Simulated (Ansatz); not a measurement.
InP: do energies and stresses tell the same story?

Level of theory: Ansatz, DFT r2SCAN, scalar-relativistic, plane waves, PAW.

Settings: cutoff 500 eV, Γ-centred mesh 8×8×8 on the computed 2-atom cell, Gaussian smearing of 0.02 eV; no spin polarisation.

Relaxed cell: F-43m, a = 5.907 Å, b = 5.907 Å, c = 5.907 Å, α = 90.00°, β = 90.00°, γ = 90.00°, 2 atoms in the primitive cell.

Energies at zero smearing and pressures from the stress tensor, at volumes with shape and atoms relaxed:
| V (Å³/atom) | E − E(first) (meV/atom) | P (GPa) |
| --- | --- | --- |
| 22.674 | 0.00 | 11.63 |
| 23.447 | -47.00 | 7.96 |
| 24.220 | -77.69 | 4.85 |
| 24.993 | -94.57 | 2.22 |
| 25.766 | -99.75 | -0.01 |
| 26.539 | -95.01 | -1.90 |
| 27.312 | -81.89 | -3.49 |
| 28.342 | -53.59 | -5.24 |

Problem. Check P = −dE/dV between neighbouring volumes, and get the bulk modulus from the pressures alone.

Solution. With 1 eV/Å³ = 160.2 GPa:
```json
{"middle V (Å³/atom)": "23.060", "−ΔE/ΔV (GPa)": "9.742", "mean P (GPa)": "9.792"}
{"middle V (Å³/atom)": "23.833", "−ΔE/ΔV (GPa)": "6.361", "mean P (GPa)": "6.405"}
{"middle V (Å³/atom)": "24.606", "−ΔE/ΔV (GPa)": "3.499", "mean P (GPa)": "3.535"}
{"middle V (Å³/atom)": "25.379", "−ΔE/ΔV (GPa)": "1.073", "mean P (GPa)": "1.104"}
{"middle V (Å³/atom)": "26.152", "−ΔE/ΔV (GPa)": "-0.981", "mean P (GPa)": "-0.955"}
{"middle V (Å³/atom)": "26.925", "−ΔE/ΔV (GPa)": "-2.719", "mean P (GPa)": "-2.696"}
{"middle V (Å³/atom)": "27.827", "−ΔE/ΔV (GPa)": "-4.399", "mean P (GPa)": "-4.366"}
```

The two differ by 0.05 GPa at most. The mean of two end pressures misses the average over a step by about ΔV² P″/12, up to 0.05 GPa here; with that taken off 0.00 GPa remains. Around V = 25.766 Å³/atom, the two neighbours give B = −V ΔP/ΔV = 25.766 × 4.12 / 1.546 = 68.6 GPa, against B0 = 68.2 GPa from the Birch–Murnaghan fit of the energies.